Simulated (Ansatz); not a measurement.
Data:

VGe2:
Space group I4/mcm (No. 140); a = b = 6.1925 Å, c = 4.9963 Å, α = β = γ = 90.00°

```json
[
 {"atom": "Ge", "site": "8h", "symmetry": "m.2m", "x": "0.1594", "y": "0.3406", "z": "0.0000"},
 {"atom": "V", "site": "4a", "symmetry": "422", "x": "0.0000", "y": "0.0000", "z": "0.2500"}
]
```
(The calculation used a cell of 6 atoms; values per cell refer to that cell.)

This is the PBE-relaxed structure.

Q: All from DFT-PBE in the program Ansatz with PAW potentials, unless another level is named. Give the electronic character.

A: metallic (no gap).

Q: What about the density of states at the Fermi level?

A: 0.73 states/eV per atom (mean over ±0.08 eV).

Q: Predict the formation energy from the elements (no fitted shifts).

A: -0.11 eV/atom.

The cell is a constructed one: a structure type filled with these elements; neither database checked (COD, Materials Project) lists it. Its standing as an ambient phase is unchecked. The PBE relaxation kept the symmetry of its start; its stability against distortions is not shown here. The workflow began spin-polarised and lost its moments. The references are the lowest solids computed at this level, not always the standard phases. Scalar-relativistic: spin–orbit coupling is off unless named, which matters more the heavier the elements.

Potentials: the later of the program's two PAW sets.
